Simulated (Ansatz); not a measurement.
HfC:
```cif
data_C2Hf2
_chemical_formula_sum 'Hf2 C2'
_space_group_name_H-M_alt 'P 1'
_space_group_IT_number 1
_cell_length_a 3.85376
_cell_length_b 3.85376
_cell_length_c 4.63648
_cell_angle_alpha 90.000
_cell_angle_beta 90.000
_cell_angle_gamma 120.000
loop_
_space_group_symop_operation_xyz
  'x, y, z'
loop_
_atom_site_label
_atom_site_type_symbol
_atom_site_fract_x
_atom_site_fract_y
_atom_site_fract_z
_atom_site_occupancy
Hf1 Hf 0.33333 0.66667 0.93800 1
Hf2 Hf 0.66667 0.33333 0.43800 1
C1 C 0.33333 0.66667 0.43700 1
C2 C 0.66667 0.33333 0.93700 1
```

Relaxed with PBE.

Question: Which orbitals make up the states near the Fermi level in DFT-PBE in the program Ansatz with PAW potentials?

Answer: Within 0.5 eV of the Fermi level: Hf 5d 59 %, C 2p 38 %. Projections are on Löwdin-orthogonalised atomic valence shells; empty p or d shells of many metals are not among them.

Question: Tabulate the density of states.

Answer: States/eV per cell of 4 atoms, in 0.25 eV bins, energy from the Fermi level.

```tsv
E (eV)	total	Hf 5d	C 2p	Hf 6s
-7.85	0.00	0.00	0.00	0.00
-7.60	0.00	0.00	0.00	0.00
-7.35	0.00	0.00	0.00	0.00
-7.10	0.00	0.00	0.00	0.00
-6.85	0.00	0.00	0.00	0.00
-6.60	0.00	0.00	0.00	0.00
-6.35	0.00	0.00	0.00	0.00
-6.10	0.00	0.00	0.00	0.00
-5.85	0.00	0.00	0.00	0.00
-5.60	0.00	0.00	0.00	0.00
-5.35	0.00	0.00	0.00	0.00
-5.10	0.00	0.00	0.00	0.00
-4.85	0.01	0.00	0.01	0.00
-4.60	1.91	0.67	0.94	0.21
-4.35	1.99	0.71	0.98	0.20
-4.10	1.98	0.70	0.98	0.19
-3.85	2.44	0.83	1.24	0.23
-3.60	2.46	0.90	1.22	0.21
-3.35	1.64	0.61	0.83	0.12
-3.10	1.41	0.55	0.73	0.07
-2.85	2.11	0.85	1.12	0.07
-2.60	3.48	1.43	1.90	0.07
-2.35	6.26	2.39	3.57	0.05
-2.10	5.40	1.83	3.31	0.02
-1.85	6.10	2.15	3.69	0.03
-1.60	5.46	1.88	3.34	0.05
-1.35	2.45	0.92	1.43	0.01
-1.10	1.04	0.50	0.50	0.00
-0.85	0.82	0.42	0.38	0.00
-0.60	0.54	0.26	0.26	0.00
-0.35	0.27	0.12	0.14	0.00
-0.10	0.20	0.11	0.09	0.00
0.15	0.45	0.27	0.17	0.00
0.40	0.64	0.44	0.19	0.00
0.65	0.70	0.54	0.15	0.00
0.90	0.98	0.78	0.18	0.00
1.15	1.10	0.91	0.17	0.01
1.40	1.20	0.99	0.18	0.01
1.65	1.39	1.14	0.20	0.01
1.90	1.80	1.46	0.26	0.02
2.15	1.71	1.37	0.22	0.04
2.40	1.86	1.44	0.24	0.07
2.65	1.79	1.34	0.25	0.09
2.90	1.57	1.10	0.25	0.09
3.15	1.86	1.29	0.29	0.12
3.40	1.81	1.26	0.26	0.10
3.65	1.73	1.18	0.28	0.09
3.90	1.70	1.20	0.23	0.08
4.15	2.81	2.04	0.34	0.14
4.40	2.93	2.12	0.33	0.17
4.65	2.38	1.65	0.30	0.14
```

Space group P6_3/mmc. The start of the workflow was typed in or built on a structure type; the Crystallography Open Database copy checked does not list it. It is not the phase usual at ambient conditions (space group No. 225). Symmetry was held in the PBE relaxation; its stability against distortions is not shown here. No spin polarisation was allowed. Spin–orbit coupling is left out wherever it is not named.

Potentials: the earlier of the program's two PAW sets.
